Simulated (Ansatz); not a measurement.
MgO:
```cif
data_Mg2O2
_chemical_formula_sum 'Mg2 O2'
_space_group_name_H-M_alt 'P 1'
_space_group_IT_number 1
_cell_length_a 3.01858
_cell_length_b 3.01858
_cell_length_c 5.42963
_cell_angle_alpha 90.000
_cell_angle_beta 90.000
_cell_angle_gamma 90.000
loop_
_space_group_symop_operation_xyz
  'x, y, z'
loop_
_atom_site_label
_atom_site_type_symbol
_atom_site_fract_x
_atom_site_fract_y
_atom_site_fract_z
_atom_site_occupancy
Mg1 Mg 0.00000 0.50000 0.00000 1
Mg2 Mg 0.50000 0.00000 0.50000 1
O1 O 0.00000 0.00000 0.25000 1
O2 O 0.00000 0.00000 0.75000 1
```

Relaxed with PBE. DFT-PBE in the program Ansatz with PAW potentials gives a gap of 1.16 eV.

Problem. What gap does HSE06 give on the same cell (Ansatz, PAW)?

Solution. 2.59 eV, 1.43 eV more. The hybrid was solved on a coarser mesh and at special points; its gap is the smallest among all of these.

| k | v1 PBE | c1 PBE | v1 HSE06 | c1 HSE06 |
|---|---|---|---|---|
| Γ | -0.14 | 1.16 | -0.15 | 2.59 |
| Z | -0.68 | 3.04 | ? | ? |
| M | 0.00 | 3.20 | ? | ? |
| A | -1.56 | 4.34 | ? | ? |
| R | -0.37 | 5.34 | -0.32 | 6.98 |
| X | -0.05 | 4.80 | ? | ? |

Problem. Top valence (v1) and lowest conduction level (c1) in eV from each method's valence maximum (which need not be a listed point): supply the withheld HSE06 values.

Solution. 
- X, v1 HSE06: -0.06
- X, c1 HSE06: 6.39
- Z, v1 HSE06: -0.64
- Z, c1 HSE06: 4.51
- A, v1 HSE06: -1.68
- A, c1 HSE06: 5.88
- M, v1 HSE06: 0.00
- M, c1 HSE06: 4.69

Cost on shared cores: the PBE run (SCF on a 9×9×5 mesh, then bands and DOS) about 16 core-seconds (a rough figure), the HSE06 run (SCF on 7×7×4, then a few points) very roughly 90 core-seconds; the tasks are unlike.

Space group P4_2/mmc. A made-up cell: these elements were put on the sites of a structure type; neither database checked (COD, Materials Project) lists it. It is not the phase usual at ambient conditions (space group No. 225). The PBE relaxation kept the symmetry of its start. At this level the phase is dynamically unstable (imaginary phonons).

Potentials: the later of the program's two PAW sets.
